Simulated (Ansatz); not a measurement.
Fields on a plane of SnSe2 (CdI2 type)

```xyz
3
Lattice="3.8257 0.0000 0.0000 -1.9128 3.3132 0.0000 0.0000 0.0000 6.2288" Properties=species:S:1:pos:R:3 pbc="T T T"
Sn     0.0000     0.0000     0.0000
Se     0.0000     2.2088     1.5757
Se     1.9128     1.1044     4.6531
```

The slice is a (-1 1 0 2) plane (indices of the conventional cell) through the point (0.333, 0.667, 0.253) (fractional), spanned by u = [110] and v = [1 -1 1] in vectors of this cell: u (3.83 Å) and v (9.09 Å, at 90° to u). It covers one period; positions are fractions (u, v).

Atoms on it: Se at (0.00, 0.00). Other atoms lie within 1 Å of the plane.

Computed with r2SCAN+rVV10 (plane waves to 500 eV, PAW, scalar-relativistic; Ansatz, an electronic-structure program). k mesh 10×10×6. Inside the PAW spheres the values are not all-electron values, and peaks at nuclei hang on which shells count as valence. SnSe2 was relaxed with its symmetry unable to fall. The PAW data are Ansatz's earlier set.

```
|xx#%#=..=#%#x|
|*#%%*-  -*%%#|
|@%%#=.  .=#%%|
|%%#+:    :+#%|
|**+-.    .-+*|
|--::.    .::-|
|:::::....::::|
| .::::..::::.|
|xx.:--::--:.x|
|xx.:------:.x|
| .::------::.|
|::::-::::-:::|
|::::......:::|
|==-:      :-=|
|##+:      :+#|
|%%#+:    :+#%|
|@@%#=.  .=#%@|
|@@@%*:  :*%@@|
|@@@%*:  :*%@@|
|@@@%*:  :*%@@|
|@@@%+.  .+%@@|
|@@@#-    -#@@|
|%%*=.    .=*%|
|-:.        .:|
|             |
|..          .|
|**+:.    .:+*|
|@@%#-    -#%@|
|@@@%*:  :*%@@|
|#%@@#-  -#@@%|
|xx%@%=  =%@%x|
|xx#%%=..=%%#x|
```
Scale: ten equal steps from 0.01 (start of ' ') to 0.87 (end of '@'), in the order ' .:-=+*#%@'. Values: electron localisation function (ELF). The map has 13 points along u (one character each, u = 0 at the left) and 32 along v (v = 0 in the bottom row). Points within 0.5 Å of a nucleus are blanked (x), as the pseudised field means little there.

```
|8754322223457|
|6544321123445|
|4443221122344|
|4433211112334|
|3332211112233|
|4433211112334|
|5543222222345|
|6654322223456|
|7764332233467|
|7764333333467|
|6654332233456|
|5443322223344|
|3332222222233|
|3332211112233|
|3332211112233|
|4432211112234|
|4443211112344|
|5443211112344|
|5543211112345|
|5443211112344|
|4443210012344|
|3332110011233|
|3221100001122|
|2111000000111|
|1110000000011|
|1111000000111|
|2221100001122|
|3332110011233|
|4443211112344|
|6544321123445|
|8754322223457|
|9864322223468|
```
Scale: ten equal steps from -1.93 (start of '0') to 1.81 (end of '9'), in the order '0123456789'. Values: log₁₀ of the valence density in e/Å³. The map has 13 points along u (one character each, u = 0 at the left) and 32 along v (v = 0 in the bottom row). The scale is logarithmic, as a density can span decades between atoms and voids.
